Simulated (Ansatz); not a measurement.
Data:

HfB2:
```xyz
3
Lattice="-1.7124 1.7124 3.1352 1.7124 -1.7124 3.1352 1.7124 1.7124 -3.1352" Properties=species:S:1:pos:R:3 pbc="T T T"
Hf     0.0000     0.0000     0.0000
B      0.0000     0.0000     2.3580
B      0.0000     0.0000     3.9124
```

This is the PBE-relaxed structure.

Task: All from DFT-PBE in the program Ansatz with PAW potentials, unless another level is named. Give the electronic character.

Result: metallic (no gap).

Task: Give the formation energy from the elements (no fitted shifts).

Result: 0.073 eV/atom.

Task: Give the density of states at the Fermi level.

Result: 0.41 states/eV per atom (mean over ±0.08 eV).

Space group I4/mmm (MoSi2 or CaC2 type). A made-up cell: these elements were put on the sites of a structure type; neither database checked (COD, Materials Project) lists it. COD files the formula under space group No. 191, so this cell is another polymorph or a model. Its standing as an ambient phase is unchecked. Symmetry was held in the PBE relaxation; its stability against distortions is not shown here. No spin polarisation was allowed. The references are the lowest solids computed at this level, not always the standard phases. Spin–orbit coupling is left out wherever it is not named.

Potentials: the earlier of the program's two PAW sets.
